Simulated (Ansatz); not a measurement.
FeSi$_{2}$ in space group I4/mcm (No. 140; Si on 8h, Fe on 4a), DFT-PBE in the program Ansatz with PAW potentials, all energies at zero smearing, with the estimated change up to a 700 eV cutoff added, with one set of potentials and settings (totals compare only within such a set). Cell of 12 atoms (8 Si, 4 Fe): -23011.901 eV.

```tsv
element	reference phase	E (eV/atom)
Si	Fd-3m, 2 atoms in the cell	-635.8096
Fe	Im-3m, 1 atoms in the cell, spin-polarised	-4480.4888
```

Formation energy per atom, worked out: (-23011.901 − 8×(-635.8096) − 4×(-4480.4888))/12 = -0.289 eV/atom (-28 kJ per mol of atoms), at 0 K, without zero-point energy or fitted corrections.

A made-up cell: these elements were put on the sites of a structure type; neither database checked (COD, Materials Project) lists it. COD files the formula under space group No. 64, 123, so this cell is another polymorph or a model. Whether it is the stable phase at ambient conditions was not checked. The cell was relaxed with PBE under the symmetry of its start, as lowered by the spin order; whether a distortion lowers the energy is not shown. The final state is antiferromagnetic, chosen from 5 collinear starts compared on coarse meshes (ties went to the first, and starts can fall back to one state), not a proven ground state. The references are the lowest solids computed at this level, not always the standard phases.

Potentials: the later of the program's two PAW sets.
